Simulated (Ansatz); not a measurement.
Pd: computed property card

Pd:
```
Pd
1.0
    0.00000     2.84229     2.84229
    2.84229     0.00000     2.84229
    2.84229     2.84229     0.00000
Pd
2
Direct
  0.00000   0.00000   0.00000
  0.25000   0.25000   0.25000
```

Space group Fd-3m (No. 227), diamond; conventional cell a = b = c = 5.685 Å, α = β = γ = 90.00°.

Method: PBEsol (plane waves, PAW; program Ansatz). Geometry: relaxed at this level of theory. Other levels are named where they apply.

**Cell and energy**

* **Volume per atom**: 22.96 Å³
* **Density**: 7.70 g/cm³

**Electronic structure**

* **Electronic character**: metallic (no gap)
* **Density of states at the Fermi level**: 4.3 states/eV per atom (mean over ±0.08 eV)
* **Gap with spin–orbit coupling**: none (metallic)

**Mechanics**

* **Bulk modulus (Birch–Murnaghan fit)**: 83.7 GPa
* **Pressure derivative B′**: 5.5
* **Elastic constants (relaxed ions, GPa)**: C11 = 58.3, C12 = 96.7, C44 = -26.7
* **Mechanical stability**: unstable (C has a negative eigenvalue)

**Phonons**

- Highest zone-centre frequency = 209 cm⁻¹
- Zone-centre stability = no imaginary mode at Γ

The start of the workflow was typed in or built on a structure type; neither database checked (COD, Materials Project) lists it. It is not the phase usual at ambient conditions (space group No. 225). The PBEsol relaxation kept the symmetry of its start. The run is not spin-polarised. As this level gives no gap, shear constants depend on the k-mesh and smearing (Fermi–Dirac, 0.1 eV here). As this level gives no gap, phonon frequencies hold no LO–TO term and depend on the k-mesh and smearing (Fermi–Dirac, 0.1 eV here). Scalar-relativistic: spin–orbit coupling is off unless named, which matters more the heavier the elements.

Potentials: the later of the program's two PAW sets.
